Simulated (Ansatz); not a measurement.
Hg: tetragonal deformation path

These are results of Ansatz, DFT r2SCAN, scalar-relativistic, plane waves, PAW, not measurements. Settings: plane waves to 500 eV, k-mesh 20×20×20 (Γ-centred), Gaussian smearing 0.15 eV. Spin–orbit coupling is left out, which can shift energies with elements as heavy as these. No spin polarisation. Energies are free energies at this smearing, counted from the undisturbed cell; pressure is positive in compression.

Zero of the scan (as given, not relaxed at this level; it stands at -1.5 GPa; this form isn't the usual structure):

```
CELL_PARAMETERS angstrom
-2.06969 2.06969 1.80226
2.06969 -2.06969 1.80226
2.06969 2.06969 -1.80226
ATOMIC_POSITIONS crystal
Hg 0.00000 0.00000 0.00000
```

At fixed volume and fractional coordinates, lengths along (0.000, 0.000, 1.000) are scaled against those across it; ρ is that ratio over its starting value. The cell is metallic on the mesh throughout. At ρ = 1.148 the cell becomes cubic (Im-3m), and there the slope of the energy vanishes by symmetry.

| ρ | ΔE (meV/atom) |
| --- | --- |
| 0.850 | 21.1 |
| 0.920 | 6.7 |
| 1.000 | 0.0 |
| 1.100 | -2.2 |
| 1.200 | -2.3 |

(1) Predict the pressure (GPa) at each point.

Answers

(1)
```csv
ρ,pressure (GPa)
0.850,-1.1
0.920,-1.3
1.000,-1.5
1.100,-1.5
1.200,-1.6
```